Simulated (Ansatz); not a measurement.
Si:
```cif
data_Si34
_chemical_formula_sum 'Si34'
_space_group_name_H-M_alt 'P 1'
_space_group_IT_number 1
_cell_length_a 10.38584
_cell_length_b 10.38584
_cell_length_c 10.38584
_cell_angle_alpha 60.000
_cell_angle_beta 60.000
_cell_angle_gamma 60.000
loop_
_space_group_symop_operation_xyz
  'x, y, z'
loop_
_atom_site_label
_atom_site_type_symbol
_atom_site_fract_x
_atom_site_fract_y
_atom_site_fract_z
_atom_site_occupancy
Si1 Si 0.50000 0.50000 0.50000 1
Si2 Si 0.75000 0.75000 0.75000 1
Si3 Si 0.38951 0.38951 0.38951 1
Si4 Si 0.41853 0.86049 0.86049 1
Si5 Si 0.38951 0.38951 0.83147 1
Si6 Si 0.86049 0.41853 0.86049 1
Si7 Si 0.83147 0.38951 0.38951 1
Si8 Si 0.86049 0.86049 0.86049 1
Si9 Si 0.38951 0.83147 0.38951 1
Si10 Si 0.86049 0.86049 0.41853 1
Si11 Si 0.36435 0.75324 0.75324 1
Si12 Si 0.12083 0.49676 0.88565 1
Si13 Si 0.75324 0.36435 0.12917 1
Si14 Si 0.49676 0.12083 0.49676 1
Si15 Si 0.12917 0.75324 0.75324 1
Si16 Si 0.49676 0.88565 0.49676 1
Si17 Si 0.75324 0.12917 0.36435 1
Si18 Si 0.88565 0.49676 0.12083 1
Si19 Si 0.75324 0.36435 0.75324 1
Si20 Si 0.88565 0.12083 0.49676 1
Si21 Si 0.12917 0.75324 0.36435 1
Si22 Si 0.49676 0.49676 0.12083 1
Si23 Si 0.75324 0.12917 0.75324 1
Si24 Si 0.49676 0.49676 0.88565 1
Si25 Si 0.36435 0.75324 0.12917 1
Si26 Si 0.12083 0.88565 0.49676 1
Si27 Si 0.75324 0.75324 0.36435 1
Si28 Si 0.49676 0.88565 0.12083 1
Si29 Si 0.36435 0.12917 0.75324 1
Si30 Si 0.12083 0.49676 0.49676 1
Si31 Si 0.75324 0.75324 0.12917 1
Si32 Si 0.88565 0.49676 0.49676 1
Si33 Si 0.12917 0.36435 0.75324 1
Si34 Si 0.49676 0.12083 0.88565 1
```

Relaxed with r²SCAN.

Question: Which orbitals make up the states near the band edges in the program Ansatz at the r²SCAN level (PAW)?

Answer: Top 1 eV of the valence band: Si 3p 94 %. Bottom 1 eV of the conduction band: Si 3p 67 %, Si 3s 25 %, outside the projected shells 9 %. Projections are on Löwdin-orthogonalised atomic valence shells; empty p or d shells of many metals are not among them.

Question: Tabulate the density of states.

Answer: States/eV per cell of 34 atoms, in 0.25 eV bins, energy from the valence-band maximum.

| E (eV) | total | Si 3p | Si 3s |
|---|---|---|---|
| -7.85 | 9.68 | 3.37 | 6.25 |
| -7.60 | 8.16 | 3.09 | 5.01 |
| -7.35 | 5.00 | 2.18 | 2.78 |
| -7.10 | 5.64 | 2.50 | 3.08 |
| -6.85 | 12.56 | 6.32 | 6.13 |
| -6.60 | 10.26 | 4.92 | 5.25 |
| -6.35 | 15.59 | 8.11 | 7.32 |
| -6.10 | 7.19 | 3.92 | 3.20 |
| -5.85 | 3.60 | 2.18 | 1.38 |
| -5.60 | 7.63 | 5.10 | 2.46 |
| -5.35 | 9.64 | 5.98 | 3.56 |
| -5.10 | 8.86 | 5.53 | 3.24 |
| -4.85 | 7.64 | 5.05 | 2.50 |
| -4.60 | 9.90 | 7.20 | 2.58 |
| -4.35 | 13.51 | 10.62 | 2.74 |
| -4.10 | 8.25 | 6.39 | 1.77 |
| -3.85 | 11.23 | 9.61 | 1.48 |
| -3.60 | 13.06 | 11.52 | 1.34 |
| -3.35 | 16.93 | 15.17 | 1.53 |
| -3.10 | 16.44 | 14.73 | 1.51 |
| -2.85 | 19.31 | 16.95 | 2.11 |
| -2.60 | 18.85 | 16.81 | 1.79 |
| -2.35 | 17.26 | 15.72 | 1.31 |
| -2.10 | 18.53 | 16.81 | 1.46 |
| -1.85 | 18.74 | 16.91 | 1.52 |
| -1.60 | 13.82 | 12.38 | 1.19 |
| -1.35 | 16.35 | 15.05 | 1.00 |
| -1.10 | 18.86 | 17.36 | 1.09 |
| -0.85 | 26.14 | 24.32 | 1.22 |
| -0.60 | 30.83 | 29.20 | 0.92 |
| -0.35 | 12.09 | 11.56 | 0.23 |
| -0.10 | 1.66 | 1.61 | 0.02 |
| 0.15 | 0.00 | 0.00 | 0.00 |
| 0.40 | 0.00 | 0.00 | 0.00 |
| 0.65 | 0.00 | 0.00 | 0.00 |
| 0.90 | 9.18 | 5.13 | 3.42 |
| 1.15 | 6.37 | 3.89 | 2.00 |
| 1.40 | 11.20 | 7.98 | 2.19 |
| 1.65 | 17.33 | 12.32 | 3.38 |
| 1.90 | 11.82 | 7.83 | 2.51 |
| 2.15 | 18.46 | 12.71 | 3.22 |
| 2.40 | 18.24 | 12.85 | 3.00 |
| 2.65 | 12.34 | 7.92 | 2.82 |
| 2.90 | 21.80 | 14.60 | 4.27 |
| 3.15 | 13.00 | 7.93 | 2.59 |
| 3.40 | 24.80 | 14.85 | 5.14 |
| 3.65 | 17.40 | 10.84 | 3.05 |
| 3.90 | 26.55 | 16.31 | 3.94 |
| 4.15 | 22.91 | 13.18 | 3.60 |
| 4.40 | 28.67 | 17.29 | 3.25 |

Space group Fd-3m. The first step of the workflow began from a Materials Project structure, measured or hypothetical. Its sites differ from those of the usual phase in this space group: another stacking or structure type. The r²SCAN relaxation kept the symmetry of its start; its stability against distortions is not shown here.

Potentials: the later of the program's two PAW sets.
